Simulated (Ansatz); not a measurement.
Values for one crystal, relaxed and computed with the program Ansatz at the PBEsol level (PAW); other levels are named.

* **Volume per atom**: 8.62 Å³
* **Electronic character**: metallic (no gap)
* **Bulk modulus (Birch–Murnaghan fit)**: 198 GPa
* **Debye temperature from the elastic constants**: 590 K
* **Elastic constants (relaxed ions, GPa)**: C11 = 247, C12 = 173, C44 = 150
* **Highest zone-centre frequency**: 499 cm^-1
* **Mechanical stability**: stable (all eigenvalues of C positive)

Question: Pick the material that matches.
A. TiCo, CsCl type
B. ScCo, CsCl type
C. BeNi, CsCl type
D. MnAu, CsCl type

Answer: C, BeNi, CsCl type

Space group Pm-3m (CsCl type). The first step of the workflow began from a Materials Project structure, measured or hypothetical; the Crystallography Open Database copy checked does not list it. With Be and Ni taken as one species the cell has the higher symmetry Im-3m, so it may be an ordered model of a mixed-site phase. Whether it is the stable phase at ambient conditions was not checked. The PBEsol relaxation kept the symmetry of its start; of distortions, only those at the zone centre were tested. No spin polarisation was allowed. As this level gives no gap, shear constants depend on the k-mesh and smearing (Fermi–Dirac, 0.1 eV here). As this level gives no gap, phonon frequencies hold no LO–TO term and depend on the k-mesh and smearing (Fermi–Dirac, 0.1 eV here).

Potentials: the later of the program's two PAW sets.
